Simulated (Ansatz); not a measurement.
# Kick test of a cell of Hf2TaN4

It was reached by relaxing an invented guess, and it needn't be the stable form of this composition.

These are results of DFT PBE, scalar-relativistic, plane waves, PAW in Ansatz, not measurements. Cutoff 420 eV; k points 10×10×6 on the computed 7-atom cell (Γ-centred); Gaussian smearing, width 0.10 eV; no spin polarisation.

The cell below (7 atoms, space group C2/m (No. 12)) is relaxed within its symmetry.

```
Hf Ta N
1.0
     5.13750   -1.58252   -0.02262
     5.13750    1.58252   -0.02262
    -1.52668    0.00000    5.41897
Hf Ta N
2 1 4
Direct
  0.22089 0.22089 0.22693
  0.77911 0.77911 0.77307
  0.00000 0.00000 0.50000
  0.14386 0.14386 0.83830
  0.61946 0.61946 0.38802
  0.85614 0.85614 0.16170
  0.38054 0.38054 0.61198
```

For the test it was strained at random (σ = 1.5 % a component), the atoms were moved at random (σ = 0.15 Å), and all was relaxed again on a coarse 8×8×4 mesh (in the run’s order of axes) with 0.20 eV smearing, with no symmetry imposed.

Spin–orbit coupling, which can matter for Hf and Ta, is left out.

Question: Does it come back?

Answer: It returns, within 1 meV/atom of the unmoved cell on that mesh and with the same symmetry when read at 0.1 Å. No instability shows in this cell; modes of other wave vectors, which need another repeat, aren't tested.
